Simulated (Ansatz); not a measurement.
Mg (hcp (Mg type), space group No. 194) under volume change, PBE (plane waves, PAW; program Ansatz), shape and atoms relaxed at each volume.

```json
[
 {"V (Å³/atom)": "20.866", "E − E(relaxed) (meV/atom)": "24.5", "P (GPa)": "4.10"},
 {"V (Å³/atom)": "21.554", "E − E(relaxed) (meV/atom)": "___", "P (GPa)": "___"},
 {"V (Å³/atom)": "22.242", "E − E(relaxed) (meV/atom)": "2.5", "P (GPa)": "1.17"},
 {"V (Å³/atom)": "22.930", "E − E(relaxed) (meV/atom)": "0.0", "P (GPa)": "0.00"},
 {"V (Å³/atom)": "23.618", "E − E(relaxed) (meV/atom)": "2.2", "P (GPa)": "-1.00"},
 {"V (Å³/atom)": "24.306", "E − E(relaxed) (meV/atom)": "___", "P (GPa)": "___"},
 {"V (Å³/atom)": "24.994", "E − E(relaxed) (meV/atom)": "17.9", "P (GPa)": "-2.59"}
]
```

### Question
Some entries are withheld; supply them.

### Answer

- 21.554, E − E(relaxed) (meV/atom): 10.3
- 21.554, P (GPa): 2.53
- 24.306, E − E(relaxed) (meV/atom): 8.4
- 24.306, P (GPa): -1.86

### Question
What does a third-order Birch–Murnaghan fit give for V₀, B₀ and B′?

### Answer
V₀ = 22.93 Å³/atom, B₀ = 35.9 GPa, B′ = 4.0.

Space group P6_3/mmc (hcp (Mg type)). The PBE relaxation kept the symmetry of its start.

Potentials: the earlier of the program's two PAW sets.
